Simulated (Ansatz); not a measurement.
Starting cell, AlRu (CsCl type):

```
CELL_PARAMETERS angstrom
      6.00740     0.00000     0.00000
      0.00000     3.00370     0.00000
      0.00000     0.00000     3.00370
ATOMIC_POSITIONS crystal
  Al 0.00000 0.00000 0.00000
  Al 0.50000 0.00000 0.00000
  Ru 0.25000 0.50000 0.50000
  Ru 0.75000 0.50000 0.50000
```

The atoms are displaced by Q × the pattern below (from a DFPT mode at X = (0.5, 0.0, 0.0), largest move 1; Q in Å), at fixed cell. (q is in reciprocal vectors of the primitive cell; the cell shown is doubled to hold the pattern.)

```tsv
atom	x	y	z
Ru3	1.000	0.000	0.000
Ru4	-1.000	0.000	0.000
```

Atoms not listed stay in place.

Computed with PBE (plane waves to 420 eV, PAW, scalar-relativistic; Ansatz, an electronic-structure program). k mesh 8×15×15 (Γ-centred), Fermi-Dirac smearing 0.05 eV. Energies are smeared free energies. Compression counts positive. With partly filled bands, energies and forces of such displacements shift with the k mesh and the smearing. AlRu is run without spin polarisation. AlRu was relaxed with its symmetry unable to fall. The zero of ΔE is the undisplaced structure.

Q: What ΔE (meV/cell) and P (GPa) does the calculation give at Q (Å) = -0.280, -0.233, -0.187, 0.047, 0.093?

A: 
```csv
Q (Å),ΔE (meV/cell),P (GPa)
-0.280,1401,13.7
-0.233,939,9.2
-0.187,587,5.8
0.047,36,0.4
0.093,143,1.4
```

(For displaced atoms, the force is minus the slope of the energy, and its curvature is a force constant, which sets phonon frequencies.)
